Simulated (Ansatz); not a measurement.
**Pressure against volume: ScPt**

```cif
data_structure
_symmetry_space_group_name_H-M 'Pm-3m'
_symmetry_Int_Tables_number 221
_cell_length_a 3.2700
_cell_length_b 3.2700
_cell_length_c 3.2700
_cell_angle_alpha 90.000
_cell_angle_beta 90.000
_cell_angle_gamma 90.000
_cell_volume 34.97
loop_
_atom_site_label
_atom_site_type_symbol
_atom_site_symmetry_multiplicity
_atom_site_Wyckoff_symbol
_atom_site_fract_x
_atom_site_fract_y
_atom_site_fract_z
_atom_site_occupancy
Sc1 Sc 1 b 0.50000 0.50000 0.50000 1
Pt1 Pt 1 a 0.00000 0.00000 0.00000 1
```

The runs use the primitive cell with vectors (3.270, 0.000, 0.000), (0.000, 3.270, 0.000), (0.000, 0.000, 3.270) Å, to which the k mesh refers.

The cell comes from COD entry 1537628, which wasn't checked; take it as a given geometry.

Spin polarisation is left out, and whether a magnetic state lies lower isn't shown here.

Spin–orbit coupling is left out, though it moves levels of the heavy atoms by tenths of an eV or more.

Methods: DFT, LDA, all-electron LAPW, scalar-relativistic (Ansatz 0.2.0); DFT, LDA, PAW with Ansatz's default frozen-core files, scalar-relativistic (Ansatz 0.2.0).

For LAPW: a Γ-centred 10×10×10 k mesh, Fermi–Dirac smearing of 0.05 eV, basis error target 0.25 meV/atom, no spin polarisation. PAW takes a cutoff of 420 eV at this cell (files made with PBE, cores remade for this functional). The Ansatz runs share mesh, smearing and spin set-up. Plane-wave (PAW) pressures include the program's estimate of the Pulay term.

The cell above is scaled evenly, with fractional coordinates and shape held.

Estimate the equilibrium volume and bulk modulus that all-electron LAPW gives for this fixed shape.

V0 = 16.86 Å³/atom, B0 = 161 GPa, B0′ = 4.3, from a third-order Birch–Murnaghan fit to these pressures:
| V/V(cell) | V (Å³/atom) | P, LAPW (GPa) | P, PAW (GPa) | free energy over the lowest listed, PAW (meV/atom) |
| --- | --- | --- | --- | --- |
| 0.9400 | 16.434 | 4.33 | 4.30 | 5.4 |
| 0.9600 | 16.784 | 0.72 | 0.69 | 0.0 |
| 0.9800 | 17.133 | -2.51 | -2.54 | 2.1 |
| 0.9900 | 17.308 | -4.00 | -4.03 | 5.7 |
| 1.0000 | 17.483 | -5.42 | -5.44 | 10.8 |
| 1.0100 | 17.658 | -6.75 | -6.77 | 17.5 |
| 1.0200 | 17.833 | -8.02 | -8.04 | 25.6 |
| 1.0400 | 18.182 | -10.35 | -10.37 | 45.7 |
| 1.0600 | 18.532 | -12.43 | -12.45 | 70.7 |

PAW's V0 lies -0.01 % from the all-electron value and its B0 0.1 %. Symmetry fixes shape and coordinates here, so this is the relaxed modulus.
